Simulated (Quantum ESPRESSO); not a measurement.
# Zn6AlSe2S5Cl: finding a planted mistake in a log

Simulated, not a measurement. The program is pw.x of Quantum ESPRESSO 7.5 (plane-wave density functional theory). The cell is made up: 15 atoms on a doubled zincblende/diamond lattice with one site empty, with randomly drawn elements, strain and displacements, not relaxed. PseudoDojo standard norm-conserving files (v0.5 for PBE, v0.4.1 for LDA and PBEsol) set the functional; there is no spin polarisation, spin-orbit coupling or dispersion term, and the masses in the input are unused placeholders.

Intended input:

```
&control calculation='scf', pseudo_dir='./dojo.nc.sr.pbe.v0_5.standard.upf', outdir='./o', disk_io='low', tprnfor=.true., tstress=.true. /
&system ibrav=0, nat=15, ntyp=5, nbnd=102, ecutwfc=85.99341389, nosym=.true., tot_charge=0,
 occupations='smearing', smearing='fd', degauss=0.0018374661
/
&electrons conv_thr=7.350e-09, electron_maxstep=60, /
ATOMIC_SPECIES
Al 1.0 Al.upf
Cl 1.0 Cl.upf
S 1.0 S.upf
Se 1.0 Se.upf
Zn 1.0 Zn.upf
CELL_PARAMETERS angstrom
5.4374 -0.0417 -0.0737
-0.0417 5.397 0.0013
-0.1474 0.0025 11.1307
ATOMIC_POSITIONS angstrom
Zn 0.0476 -0.0586 -0.0315
Zn -0.2074 2.6246 2.6754
Zn 2.5877 0.0311 2.7773
Zn 2.6042 2.6388 -0.0283
Al 0.0071 -0.153 5.7206
Zn -0.2 2.5286 8.3233
Zn 2.5508 2.652 5.5708
Se 1.3451 1.3815 1.4092
S 1.4292 4.0006 4.2282
S 3.8888 1.2231 3.9786
S 3.9334 4.1223 1.5087
S 1.2849 1.2066 6.9454
Cl 1.2283 4.2656 9.7082
Se 3.8321 1.2529 9.6106
S 3.9426 3.9439 7.05
K_POINTS automatic
4 4 2 1 1 1
```

The log is shortened where brackets say so; the opening notice, blank lines, dates and the lines on written files are dropped, and the path of the files is cut. It prints rydbergs, bohrs and kilobars, and counts compression as positive stress. Where no state is partly filled, the Fermi energy that it prints is only some level between the filled and the empty states on the mesh, and need not lie in the true gap.

Log of the intended run:

```
     Program PWSCF v.7.5
     Parallel version (MPI & OpenMP), running on       4 processor cores
     Number of MPI processes:                 4
     Threads/MPI process:                     1
     [start-up lines left out]
     bravais-lattice index     =            0
     lattice parameter (alat)  =      10.2764  a.u.
     unit-cell volume          =    2203.7335 (a.u.)^3
     number of atoms/cell      =           15
     number of atomic types    =            5
     number of electrons       =       192.00
     number of Kohn-Sham states=          102
     kinetic-energy cutoff     =      85.9934  Ry
     charge density cutoff     =     343.9737  Ry
     scf convergence threshold =      7.3E-09
     mixing beta               =       0.7000
     number of iterations used =            8  plain     mixing
     Exchange-correlation= PBE
                           (   1   4   3   4   0   0   0)
     [axes and pseudopotential details left out]
   Cartesian axes
     site n.     atom                  positions (alat units)
         1        Zn     tau(   1) = (   0.0087531  -0.0107759  -0.0057925  )
         2        Zn     tau(   2) = (  -0.0381386   0.4826354   0.4919770  )
         3        Zn     tau(   3) = (   0.4758499   0.0057190   0.5107153  )
         4        Zn     tau(   4) = (   0.4788841   0.4852466  -0.0052041  )
         5        Al     tau(   5) = (   0.0013056  -0.0281350   1.0519562  )
         6        Zn     tau(   6) = (  -0.0367778   0.4649821   1.5305644  )
         7        Zn     tau(   7) = (   0.4690644   0.4876740   1.0244096  )
         8        Se     tau(   8) = (   0.2473493   0.2540428   0.2591366  )
         9        S      tau(   9) = (   0.2628143   0.7356669   0.7775200  )
        10        S      tau(  10) = (   0.7151080   0.2249148   0.7316213  )
        11        S      tau(  11) = (   0.7233095   0.7580462   0.2774335  )
        12        S      tau(  12) = (   0.2362791   0.2218806   1.2771836  )
        13        Cl     tau(  13) = (   0.2258710   0.7843975   1.7852325  )
        14        Se     tau(  14) = (   0.7046815   0.2303947   1.7672849  )
        15        S      tau(  15) = (   0.7250013   0.7252403   1.2964184  )
     number of k points=    16  Fermi-Dirac smearing, width (Ry)=  0.0018
                       cart. coord. in units 2pi/alat
        k(    1) = (   0.1276665   0.1269076   0.1238031), wk =   0.1250000
        k(    2) = (   0.1243551   0.1269408  -0.1205227), wk =   0.1250000
     [further k points left out]
     Dense  grid:   237393 G-vectors     FFT dimensions: (  64,  64, 125)
     Estimated max dynamical RAM per process >     710.56 MB
     Estimated total dynamical RAM >       2.61 GB
     Initial potential from superposition of free atoms
     starting charge     191.9964, renormalised to     192.0000
     Starting wfcs are  106 randomized atomic wfcs
     total cpu time spent up to now is        7.8 secs
     per-process dynamical memory:   474.5 Mb
     Self-consistent Calculation
     iteration #  1     ecut=    85.99 Ry     beta= 0.70
     Davidson diagonalization with overlap
     ethr =  1.00E-02,  avg # of iterations =  4.0
     Threshold (ethr) on eigenvalues was too large:
     Diagonalizing with lowered threshold
     Davidson diagonalization with overlap
     ethr =  4.66E-04,  avg # of iterations =  2.0
     total cpu time spent up to now is       44.8 secs
     total energy              =   -3141.34856894 Ry
     estimated scf accuracy    <       0.84620662 Ry
     iteration #  2     ecut=    85.99 Ry     beta= 0.70
     Davidson diagonalization with overlap
     ethr =  4.41E-04,  avg # of iterations =  7.5
     total cpu time spent up to now is       68.0 secs
     total energy              =   -3141.51911117 Ry
     estimated scf accuracy    <       0.74087062 Ry
     [iterations 3 to 10 left out]
     iteration # 11     ecut=    85.99 Ry     beta= 0.70
     Davidson diagonalization with overlap
     ethr =  5.21E-11,  avg # of iterations =  3.1
     total cpu time spent up to now is      267.7 secs
     total energy              =   -3141.70353887 Ry
     estimated scf accuracy    <          7.5E-09 Ry
     iteration # 12     ecut=    85.99 Ry     beta= 0.70
     Davidson diagonalization with overlap
     ethr =  3.90E-12,  avg # of iterations =  3.0
     total cpu time spent up to now is      294.4 secs
     End of self-consistent calculation
     [lines on levels left out]
     the Fermi energy is     7.1283 ev
!    total energy              =   -3141.70353888 Ry
     estimated scf accuracy    <          2.3E-09 Ry
     smearing contrib. (-TS)   =      -0.00000000 Ry
     internal energy E=F+TS    =   -3141.70353888 Ry
     The total energy is F=E-TS. E is the sum of the following terms:
     one-electron contribution =   -2932.51268799 Ry
     hartree contribution      =    1498.16737957 Ry
     xc contribution           =    -409.16300173 Ry
     ewald contribution        =   -1298.19522872 Ry
     convergence has been achieved in  12 iterations
     Forces acting on atoms (cartesian axes, Ry/au):
     atom    1 type  5   force =    -0.05381600    0.01597752    0.01590304
     atom    2 type  5   force =    -0.00964228    0.01745337    0.03180578
     atom    3 type  5   force =    -0.00434297   -0.05053953   -0.00116557
     atom    4 type  5   force =     0.05827235    0.03082176   -0.02284214
     atom    5 type  1   force =    -0.02852884   -0.00727773   -0.01183676
     atom    6 type  5   force =     0.01357160   -0.00003674   -0.02769328
     atom    7 type  5   force =     0.03433533   -0.02835606    0.02743796
     atom    8 type  4   force =    -0.04290721   -0.00429889   -0.00908773
     atom    9 type  3   force =    -0.07897155    0.02180746   -0.01149896
     atom   10 type  3   force =     0.07670184    0.03441627    0.09368219
     atom   11 type  3   force =     0.01629248   -0.02148423   -0.05270579
     atom   12 type  3   force =    -0.00285858    0.01070214   -0.00059218
     atom   13 type  2   force =     0.01546344   -0.03556552   -0.00670455
     atom   14 type  4   force =    -0.01349448   -0.01116062    0.02590247
     atom   15 type  3   force =     0.01992485    0.02754081   -0.05060446
     Total force =     0.226827     Total SCF correction =     0.000211
     Computing stress (Cartesian axis) and pressure
          total   stress  (Ry/bohr**3)                   (kbar)     P=       15.23
   0.00010509   0.00001573   0.00008460           15.46        2.31       12.45
   0.00001573   0.00013774  -0.00001570            2.31       20.26       -2.31
   0.00008460  -0.00001570   0.00006768           12.45       -2.31        9.96
     init_run     :      7.23s CPU      7.72s WALL (       1 calls)
     electrons    :    279.51s CPU    286.71s WALL (       1 calls)
     forces       :      5.41s CPU      5.49s WALL (       1 calls)
     stress       :     14.18s CPU     14.47s WALL (       1 calls)
     [timing details left out]
     PWSCF        :   5m 6.53s CPU   5m14.74s WALL
     JOB DONE.
```

A second run was made from an input with one planted mistake. Its log:

```
     Program PWSCF v.7.5
     Parallel version (MPI & OpenMP), running on       4 processor cores
     Number of MPI processes:                 4
     Threads/MPI process:                     1
     [start-up lines left out]
     bravais-lattice index     =            0
     lattice parameter (alat)  =      10.2764  a.u.
     unit-cell volume          =    2203.7335 (a.u.)^3
     number of atoms/cell      =           15
     number of atomic types    =            5
     number of electrons       =       192.00
     number of Kohn-Sham states=          102
     kinetic-energy cutoff     =      85.9934  Ry
     charge density cutoff     =     343.9737  Ry
     scf convergence threshold =      7.3E-09
     mixing beta               =       0.7000
     number of iterations used =            8  plain     mixing
     Exchange-correlation= PBE
                           (   1   4   3   4   0   0   0)
     [axes and pseudopotential details left out]
   Cartesian axes
     site n.     atom                  positions (alat units)
         1        Zn     tau(   1) = (   0.0087531  -0.0107759  -0.0057925  )
         2        Zn     tau(   2) = (  -0.0381386   0.4826354   0.4919770  )
         3        Zn     tau(   3) = (   0.4758499   0.0057190   0.5107153  )
         4        Zn     tau(   4) = (   0.4788841   0.4852466  -0.0052041  )
         5        Al     tau(   5) = (   0.0013056  -0.0281350   1.0519562  )
         6        Zn     tau(   6) = (  -0.0367778   0.4649821   1.5305644  )
         7        Zn     tau(   7) = (   0.4690644   0.4876740   1.0244096  )
         8        Se     tau(   8) = (   0.2473493   0.2540428   0.2591366  )
         9        S      tau(   9) = (   0.2628143   0.7356669   0.7775200  )
        10        S      tau(  10) = (   0.7151080   0.2249148   0.7316213  )
        11        S      tau(  11) = (   0.7233095   0.7580462   0.2774335  )
        12        S      tau(  12) = (   0.2362791   0.2218806   1.2771836  )
        13        Cl     tau(  13) = (   0.2258710   0.7843975   1.7852325  )
        14        Se     tau(  14) = (   0.7046815   0.2303947   1.7672849  )
        15        S      tau(  15) = (   0.7250013   0.7252403   1.2964184  )
     number of k points=     4  Fermi-Dirac smearing, width (Ry)=  0.0018
                       cart. coord. in units 2pi/alat
        k(    1) = (   0.2536773   0.2538318   0.1254433), wk =   0.5000000
        k(    2) = (   0.2503659   0.2538650  -0.1188825), wk =   0.5000000
     [further k points left out]
     Dense  grid:   237393 G-vectors     FFT dimensions: (  64,  64, 125)
     Estimated max dynamical RAM per process >     525.81 MB
     Estimated total dynamical RAM >       1.88 GB
     Initial potential from superposition of free atoms
     starting charge     191.9964, renormalised to     192.0000
     Starting wfcs are  106 randomized atomic wfcs
     total cpu time spent up to now is        3.8 secs
     per-process dynamical memory:   284.6 Mb
     Self-consistent Calculation
     iteration #  1     ecut=    85.99 Ry     beta= 0.70
     Davidson diagonalization with overlap
     ethr =  1.00E-02,  avg # of iterations =  4.8
     Threshold (ethr) on eigenvalues was too large:
     Diagonalizing with lowered threshold
     Davidson diagonalization with overlap
     ethr =  4.69E-04,  avg # of iterations =  2.0
     total cpu time spent up to now is       16.3 secs
     total energy              =   -3141.33904418 Ry
     estimated scf accuracy    <       0.85341726 Ry
     iteration #  2     ecut=    85.99 Ry     beta= 0.70
     Davidson diagonalization with overlap
     ethr =  4.44E-04,  avg # of iterations =  6.8
     total cpu time spent up to now is       24.5 secs
     total energy              =   -3141.51267998 Ry
     estimated scf accuracy    <       0.73891250 Ry
     [iterations 3 to 10 left out]
     iteration # 11     ecut=    85.99 Ry     beta= 0.70
     Davidson diagonalization with overlap
     ethr =  5.71E-11,  avg # of iterations =  3.2
     total cpu time spent up to now is       85.0 secs
     total energy              =   -3141.69645531 Ry
     estimated scf accuracy    <       0.00000001 Ry
     iteration # 12     ecut=    85.99 Ry     beta= 0.70
     Davidson diagonalization with overlap
     ethr =  5.39E-12,  avg # of iterations =  3.0
     total cpu time spent up to now is       91.3 secs
     End of self-consistent calculation
     [lines on levels left out]
     the Fermi energy is     7.9772 ev
!    total energy              =   -3141.69645531 Ry
     estimated scf accuracy    <          2.4E-09 Ry
     smearing contrib. (-TS)   =       0.00000000 Ry
     internal energy E=F+TS    =   -3141.69645531 Ry
     The total energy is F=E-TS. E is the sum of the following terms:
     one-electron contribution =   -2932.55583327 Ry
     hartree contribution      =    1498.23058423 Ry
     xc contribution           =    -409.17597755 Ry
     ewald contribution        =   -1298.19522872 Ry
     convergence has been achieved in  12 iterations
     Forces acting on atoms (cartesian axes, Ry/au):
     atom    1 type  5   force =    -0.05385553    0.01610902    0.01591431
     atom    2 type  5   force =    -0.00977947    0.01753459    0.03178328
     atom    3 type  5   force =    -0.00409742   -0.05046354   -0.00101807
     atom    4 type  5   force =     0.05831356    0.03074278   -0.02262151
     atom    5 type  1   force =    -0.02832526   -0.00731552   -0.01186145
     atom    6 type  5   force =     0.01344513   -0.00007225   -0.02787502
     atom    7 type  5   force =     0.03423603   -0.02833111    0.02712453
     atom    8 type  4   force =    -0.04271798   -0.00467602   -0.00891982
     atom    9 type  3   force =    -0.07881779    0.02215446   -0.01124245
     atom   10 type  3   force =     0.07639989    0.03408486    0.09299065
     atom   11 type  3   force =     0.01600359   -0.02132931   -0.05197230
     atom   12 type  3   force =    -0.00315650    0.01071196   -0.00071104
     atom   13 type  2   force =     0.01532189   -0.03553103   -0.00697421
     atom   14 type  4   force =    -0.01326310   -0.01110041    0.02565569
     atom   15 type  3   force =     0.02029295    0.02748151   -0.05027258
     Total force =     0.225942     Total SCF correction =     0.000210
     Computing stress (Cartesian axis) and pressure
          total   stress  (Ry/bohr**3)                   (kbar)     P=       16.28
   0.00011905   0.00001599   0.00008432           17.51        2.35       12.40
   0.00001599   0.00015149  -0.00001576            2.35       22.28       -2.32
   0.00008432  -0.00001576   0.00006153           12.40       -2.32        9.05
     init_run     :      3.51s CPU      3.70s WALL (       1 calls)
     electrons    :     85.86s CPU     87.65s WALL (       1 calls)
     forces       :      1.53s CPU      1.59s WALL (       1 calls)
     stress       :      4.08s CPU      4.25s WALL (       1 calls)
     [timing details left out]
     PWSCF        :   1m35.08s CPU   1m37.38s WALL
     JOB DONE.
```

Question: what was wrong in the second input?

Answer: the k-point mesh is too coarse. The input lines that differ, file-writing options aside:

```
- 4 4 2 1 1 1
+ 2 2 2 1 1 1
```

```
                                            intended run  run with the mistake
                          free energy (eV)    -42745.054            -42744.958
                    smearing term -TS (eV)        0.0000                0.0000
                            pressure (GPa)          1.52                  1.63
            largest force component (eV/Å)         2.409                 2.391
largest change of a force component (eV/Å)                               0.019
                                iterations            12                    12
```

For scale, a rerun of the intended cell at 1467 eV and a 6 x 6 x 4 mesh moved values by no more than 0.004 eV in energy, 0.02 GPa in stress and 0.002 eV/Å in force.